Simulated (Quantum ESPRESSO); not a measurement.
## Band energies of KBH₄

```
KBH4
1.0
    4.66337     0.00000     0.00000
    0.00000     4.67774     0.00000
   -0.00767     0.00000     6.54862
H B K
8 2 2
Cartesian
  2.49302   3.50831   0.93069
  2.16268   1.16944   5.61793
  3.49268   4.50742   2.34493
  1.16302   0.17032   4.20369
  1.16302   2.16855   4.20369
  3.49268   2.50919   2.34493
  4.49426   3.50831   0.93141
  0.16144   1.16944   5.61721
  1.16238   1.16944   4.91120
  3.49332   3.50831   1.63742
  3.49266   3.50831   4.91225
  1.16304   1.16944   1.63637
```

LDA (Quantum ESPRESSO, PseudoDojo norm-conserving, 76 Ry, no spin-orbit coupling); path ΓYHCEM1AXH1,MDZ,YD; energies in eV from the valence-band maximum.

```
k (1/Å)  point  band 12  band 13  band 14  band 15  band 16  band 17  band 18  band 19
-------  -----  -------  -------  -------  -------  -------  -------  -------  -------
0.00         Γ    -0.46    -0.45    -0.31     0.00     0.00     5.69     6.19     7.34
0.24              -0.54    -0.45    -0.44    -0.04    -0.03     5.65     6.65     6.76
0.48         Y    -0.96    -0.43    -0.42    -0.07    -0.06     6.00     6.01     7.37
0.70              -0.95    -0.63    -0.44    -0.15    -0.13     6.19     6.47     7.33
0.93              -1.25    -0.66    -0.44    -0.30    -0.27     6.53     7.00     7.64
1.15         H    -1.51    -0.48    -0.48    -0.39    -0.39     6.76     6.76     8.44
1.15         C    -1.51    -0.48    -0.48    -0.39    -0.39     6.76     6.76     8.44
1.38              -1.40    -0.62    -0.62    -0.38    -0.38     6.94     6.94     8.05
1.60              -1.14    -0.83    -0.83    -0.47    -0.47     7.18     7.18     7.48
1.82         E    -0.93    -0.92    -0.92    -0.60    -0.60     7.26     7.26     7.26
1.82        M1    -0.93    -0.92    -0.92    -0.60    -0.60     7.26     7.26     7.27
2.06              -1.09    -0.73    -0.73    -0.48    -0.48     6.08     6.08     8.31
2.30         A    -1.14    -0.63    -0.63    -0.35    -0.35     5.64     5.64     7.99
2.47              -1.12    -0.68    -0.68    -0.34    -0.33     5.76     5.76     8.07
2.64              -1.12    -0.71    -0.71    -0.33    -0.33     6.12     6.12     8.09
2.98         X    -1.20    -0.59    -0.59    -0.38    -0.38     7.03     7.03     7.68
3.21              -1.37    -0.53    -0.52    -0.38    -0.38     6.86     6.86     8.02
3.45        H1    -1.51    -0.48    -0.48    -0.39    -0.39     6.76     6.76     8.44
3.45         M    -0.93    -0.92    -0.92    -0.60    -0.60     7.26     7.26     7.27
3.79              -1.28    -0.73    -0.73    -0.41    -0.41     7.08     7.08     7.74
3.96              -1.45    -0.57    -0.57    -0.37    -0.37     6.87     6.87     8.21
4.13         D    -1.51    -0.48    -0.48    -0.38    -0.38     6.76     6.76     8.43
4.29              -1.44    -0.50    -0.50    -0.38    -0.38     6.81     6.81     8.21
4.61         Z    -1.20    -0.60    -0.60    -0.37    -0.37     7.03     7.03     7.67
4.61         Y    -0.96    -0.43    -0.42    -0.07    -0.06     6.00     6.01     7.37
4.77              -0.95    -0.56    -0.43    -0.12    -0.10     6.12     6.27     7.36
4.94              -1.05    -0.70    -0.44    -0.22    -0.19     6.38     6.89     7.31
5.28         D    -1.51    -0.48    -0.48    -0.38    -0.38     6.76     6.76     8.43
```

The LDA gap is indirect, 5.64 eV, from Γ to A; the smallest direct gap is 5.68 eV. Another conduction extremum on the path lies within 0.02 eV, too close to call.

Geometry of the Materials Project entry, not relaxed at this level.

The structure is a Materials Project entry; no match was found in the copy of COD used, and its stability was not checked.
